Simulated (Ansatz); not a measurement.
Ag$_{2}$S (anti-CdI2 type, P-3m1), the program Ansatz at the PBE level (PAW), all energies at zero smearing, with the estimated change up to a 700 eV cutoff added, with one set of potentials and settings (totals compare only within such a set). Cell of 3 atoms (1 S, 2 Ag): -16082.859 eV.

```json
[
 {"element": "S", "reference phase": "Fddd, 32 atoms in the cell", "E (eV/atom)": "-902.0599"},
 {"element": "Ag", "reference phase": "R-3m, 3 atoms in the cell", "E (eV/atom)": "-7590.5531"}
]
```

Formation energy per atom, worked out: (-16082.859 − 1×(-902.0599) − 2×(-7590.5531))/3 = 0.102 eV/atom (10 kJ per mol of atoms), at 0 K, without zero-point energy or fitted corrections.

The cell is a constructed one: a structure type filled with these elements; neither database checked (COD, Materials Project) lists it. COD files the formula under space group No. 4, 14, so this cell is another polymorph or a model. Its standing as an ambient phase is unchecked. Symmetry was held in the PBE relaxation; its stability against distortions is not shown here. The run is not spin-polarised. The references are the lowest solids computed at this level, not always the standard phases.

Potentials: the later of the program's two PAW sets.
